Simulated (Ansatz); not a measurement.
A generator proposed this cell of TaAl5N6.

Space group P4/mmm (No. 123). a = 3.329 Å, b = 3.329 Å, c = 14.125 Å, α = 90.00°, β = 90.00°, γ = 90.00°
```tsv
atom	site	symmetry	x	y	z
Ta	1c	4/mmm	0.5000	0.5000	0.0000
Al	2g	4mm	0.0000	0.0000	0.8333
Al	2h	4mm	0.5000	0.5000	0.3333
Al	1b	4/mmm	0.0000	0.0000	0.5000
N	1a	4/mmm	0.0000	0.0000	0.0000
N	2h	4mm	0.5000	0.5000	0.1667
N	2g	4mm	0.0000	0.0000	0.3333
N	1d	4/mmm	0.5000	0.5000	0.5000
```

Computed with Ansatz 0.2.0, DFT PBE, scalar-relativistic, plane waves, PAW. Plane waves to 420 eV, a k mesh through Γ of 6×6×2 on the computed 12-atom cell and Gaussian smearing (0.10 eV); no spin polarisation.

The zero of energy is the elements' standard structures at the same level (N₂ as a molecule); no fitted shifts are applied.

Question: How far from equilibrium is it?

Answer: The pressure is -41.4 GPa (the mean over three directions, positive in compression), the largest force is 0.82 eV/Å, and the energy is −0.26 eV/atom against the elements. The shortest distance is 2.35 Å.

Question: Is it a good guess?

Answer: A rough one: relaxing gains about 0.76 eV/atom (the start's value is from the coarse mesh, so the gain is rough) in 13 ionic steps and ends at −1.02 eV/atom on the finer mesh. The symmetry stays P4/mmm (No. 123). The volume per atom shrinks by 30.8 %, from 13.0 to 9.0 Å³. The shortest distance goes from 2.35 Å (Al–N and Ta–N) to 2.00 Å (Al–N). Conventional cell: a = 2.940 Å, c = 12.531 Å. Around Ta lie 4 N at 2.08 Å, 2 N at 2.26 Å, 4 Ta at 2.94 Å and 8 Al at 3.06 Å; Al on a site of symmetry 4mm is surrounded by 5 N at 2.02–2.08 Å, 1 N at 2.24 Å, 8 Al at 2.90–2.94 Å and 4 Ta at 3.06 Å; around N on a site of symmetry 4/mmm lie 4 Ta at 2.08 Å and 2 Al at 2.24 Å; 5 more sites not described.

The last run used a 12×12×4 mesh (in the run's order of axes) for its 12-atom cell and Gaussian smearing of 0.10 eV. Spin–orbit coupling, which can matter for Ta, is left out. The relaxation can't lower the symmetry of the start, and the grade says only how near the guess is to its own end. A structure relaxed within its symmetry needn't be a true minimum.
